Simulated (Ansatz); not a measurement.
Two inputs for CdSe with fluorine replacing Se

Cell: a supercell of CdSe (wurtzite type, P6_3mc) built from an entry of the Crystallography Open Database (COD) (the entry's cell lengths or inner coordinates differ somewhat from later room-temperature determinations), with all atoms left at the host's positions.

```cif
data_Cd16Se15F
_symmetry_space_group_name_H-M 'P3m1'
_symmetry_Int_Tables_number 156
_cell_length_a 8.6000
_cell_length_b 8.6000
_cell_length_c 14.0400
_cell_angle_alpha 90.000
_cell_angle_beta 90.000
_cell_angle_gamma 120.000
loop_
_atom_site_label
_atom_site_type_symbol
_atom_site_symmetry_multiplicity
_atom_site_Wyckoff_symbol
_atom_site_fract_x
_atom_site_fract_y
_atom_site_fract_z
Cd1 Cd 1 a 0.0000 0.0000 0.0000
Cd2 Cd 1 a 0.0000 0.0000 0.5000
Cd3 Cd 3 d 0.0000 0.5000 0.0000
Cd4 Cd 3 d 0.0000 0.5000 0.5000
Cd9 Cd 3 d 0.1667 0.8333 0.2500
Cd10 Cd 3 d 0.1667 0.8333 0.7500
Cd15 Cd 1 c 0.6667 0.3333 0.2500
Cd16 Cd 1 c 0.6667 0.3333 0.7500
F F 1 a 0.0000 0.0000 0.1925
Se18 Se 1 a 0.0000 0.0000 0.6925
Se19 Se 3 d 0.0000 0.5000 0.1925
Se20 Se 3 d 0.0000 0.5000 0.6925
Se25 Se 3 d 0.1667 0.8333 0.4425
Se26 Se 3 d 0.1667 0.8333 0.9425
Se31 Se 1 c 0.6667 0.3333 0.4425
Se32 Se 1 c 0.6667 0.3333 0.9425
```

One atom of each set is listed.

Reference run. Method: Kohn–Sham DFT in Ansatz, PBE, plane waves and PAW, scalar-relativistic, 420 eV cutoff, Γ-centred 3×3×2 k-points, Fermi–Dirac smearing 0.01 eV, cell charge +1.

Q: The input is changed as follows: `basis.ecutwfc`: not typed → 450 eV. What happens to V_zz (10²¹ V/m²) and η?

A: 

```json
{"site": "Cd1", "V_zz reference": "16.23", "η reference": "0.00", "V_zz changed": "16.21", "η changed": "0.00"}
{"site": "Cd4", "V_zz reference": "2.38", "η reference": "0.24", "V_zz changed": "2.37", "η changed": "0.24"}
{"site": "Cd9", "V_zz reference": "12.95", "η reference": "0.18", "V_zz changed": "12.95", "η changed": "0.18"}
{"site": "Cd10", "V_zz reference": "4.23", "η reference": "0.01", "V_zz changed": "4.23", "η changed": "0.01"}
{"site": "Cd16", "V_zz reference": "3.29", "η reference": "0.00", "V_zz changed": "3.29", "η changed": "0.00"}
{"site": "F", "V_zz reference": "-1.40", "η reference": "0.00", "V_zz changed": "-1.41", "η changed": "0.00"}
{"site": "Se18", "V_zz reference": "-0.47", "η reference": "0.00", "V_zz changed": "-0.48", "η changed": "0.00"}
{"site": "Se19", "V_zz reference": "8.38", "η reference": "0.52", "V_zz changed": "8.38", "η changed": "0.52"}
{"site": "Se20", "V_zz reference": "-0.17", "η reference": "0.67", "V_zz changed": "-0.17", "η changed": "0.72"}
{"site": "Se25", "V_zz reference": "4.57", "η reference": "0.01", "V_zz changed": "4.57", "η changed": "0.01"}
{"site": "Se31", "V_zz reference": "-0.68", "η reference": "0.00", "V_zz changed": "-0.68", "η changed": "0.00"}
{"site": "Se32", "V_zz reference": "-1.77", "η reference": "0.00", "V_zz changed": "-1.77", "η changed": "0.00"}
```

No V_zz moves by more than 0.02. In per cent, |V_zz| changes by 0 on Cd, +1 on F, 0 to +1 on Se (all sites that start above 0.5). The table leaves out 4 of the 16 sites, with |V_zz| up to 4.48; their tensors move by 0.01 at most along any direction. The statements above cover all sites. SCF iterations: 9 and 9.

On the reference run: The defect repeats with the cell of 32 atoms, so it feels its images: sites between two images don't show the values beside a lone defect, and zeros or small values of η there can come from the images' arrangement. Cd and Se carry a gradient in the pure host already, so the values there aren't the defect's effect alone. A uniform background compensates the cell's charge. Without spin–orbit coupling (the program notes it for Cd) the gradients can shift somewhat, as the gap is small. With a gap of 0.3 eV on this mesh, small gradients can still move by 0.1 × 10²¹ V/m² or more as the k-mesh gets denser. The neighbours have not yet relaxed around the defect (largest force 0.61 eV/Å), so a real crystal will differ.
